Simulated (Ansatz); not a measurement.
Input and command of a plane-wave DFT calculation in Ansatz:

```yaml
crystal:
  lattice:
    - [1.90155, -1.90155, 0.0]
    - [1.90155, 0.0, -1.90155]
    - [8.36682, 6.84558, 7.6062]
  atoms:
    - { symbol: Rh, position: [0.63334, 0.6666666667, 0.0833166667] }
    - { symbol: Rh, position: [-0.36666, 0.0, 0.91665] }
    - { symbol: Rh, position: [0.23334, 0.3333333333, 0.2499833333] }
    - { symbol: Rh, position: [0.43334, 0.6666666667, 0.5833166667] }
    - { symbol: Rh, position: [-0.16666, 0.0, 0.41665] }
    - { symbol: Rh, position: [0.03334, 0.3333333333, 0.7499833333] }
basis:
  ecutwfc: 420
kpoints:
  mp_grid: { grid: [20, 20, 4] }
hamiltonian:
  xc: pbesol
scf:
  occupations: { method: gaussian, width: 0.15 }
output:
  forces: true
  stress: true
  eigenvalues: true
```

```bash
ansatz run input.yaml --threads 2 --pin off --max-ram 5120MiB --backend cpu --events-out ev --progress --plain --runs-dir out
```

Processor: Intel(R) Xeon(R) Platinum 8175M CPU @ 2.50GHz (Skylake/Cascade Lake), 2 threads, on a host shared with other jobs.

How long does it run, and how much memory does it take?

About 91 s on 2 threads of Intel(R) Xeon(R) Platinum 8175M CPU @ 2.50GHz (Skylake/Cascade Lake), on a shared host, peak memory 2.5 GiB. It solves 62 bands at 804 k points (the mesh reduced by symmetry) with about 1633 plane waves, in 8 SCF iterations.
